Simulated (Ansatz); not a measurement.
Task: Each is relaxed and computed with DFT-r²SCAN in the program Ansatz with PAW potentials. Which is the only one with a gap?
(A) ZrVSi, P4/nmm (V on 2a, Zr on 2c, Si on 2c)
(B) SiMo3, A15 (Cr3Si type)
(C) SiO2, P4_12_12 (Pearson symbol tP36)
(D) La5Si4, P4_12_12 (Pearson symbol tP36)

Result: C, SiO2, P4_12_12 (Pearson symbol tP36). SiO2: gap 6.40 eV; La5Si4: metal; SiMo3: metal; ZrVSi: metal. Not the usual ambient phase: SiO2, P4_12_12 (Pearson symbol tP36). Standing as an ambient phase not checked: La5Si4, P4_12_12 (Pearson symbol tP36); ZrVSi, P4/nmm (V on 2a, Zr on 2c, Si on 2c). Began spin-polarised and lost the moments: ZrVSi, P4/nmm (V on 2a, Zr on 2c, Si on 2c). All cells were relaxed under the symmetry of their starts (and spin orders); stability against distortions was not tested throughout. Rows with no word on spin ran without spin polarisation. Spin–orbit coupling is left out wherever it is not named.

Potentials: the later of the program's two PAW sets.
